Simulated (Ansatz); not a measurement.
# Computed energy against volume: Ni (fcc, Cu type)

Ni (fcc, Cu type)

```xyz
1
Lattice="0.0000 1.7594 1.7594 1.7594 0.0000 1.7594 1.7594 1.7594 0.0000" Properties=species:S:1:pos:R:3 pbc="T T T"
Ni     0.0000     0.0000     0.0000
```

E(V) scan at fixed shape, V₀ the volume above. Symmetry pins the atoms to their sites.

Level of theory: PBE (plane waves to 420 eV, PAW, scalar-relativistic; Ansatz, a quantum-chemistry and plane-wave program). k mesh 23×23×23 (Γ-centred), Fermi-Dirac smearing 0.05 eV. Energies are smeared free energies. Compression counts positive. Ni was relaxed with its symmetry unable to fall. Relaxed Ni ends ferromagnetic. The PAW data are Ansatz's earlier set. Other magnetic orders were not checked, so this need not be the ground state. The zero of ΔE is the relaxed starting cell.

```
V (Å³/atom)  ΔE (meV/atom)  P (GPa)  moment (μB/cell)
-----------  -------------  -------  ----------------
9.149                  243     52.9              0.59
9.498                  144     38.0              0.60
9.846                   76     25.6              0.60
10.195                  31     15.4              0.61
10.544                   7      7.0              0.62
10.892                   0      0.0              0.63
11.241                   6     -5.8              0.64
11.589                  24    -10.5              0.65
11.938                  52    -14.4              0.67
12.286                  87    -17.6              0.68
12.635                 128    -20.3              0.69
```

Derived quantities:

Pressure at the smallest volume: 52.9 GPa
Energy cost of the largest compression: 243 meV/atom
Energy cost of the largest expansion: 128 meV/atom
Bulk modulus B₀ (third-order Birch-Murnaghan fit): 197 GPa
Pressure derivative B₀′ (fit): 4.9
Equilibrium volume of the fit: 10.89 Å³/atom
Pressure for 5 % compression (fit): 11.5 GPa

(Under strain, the slope of the energy per volume gives the stress and its curvature an elastic modulus.)
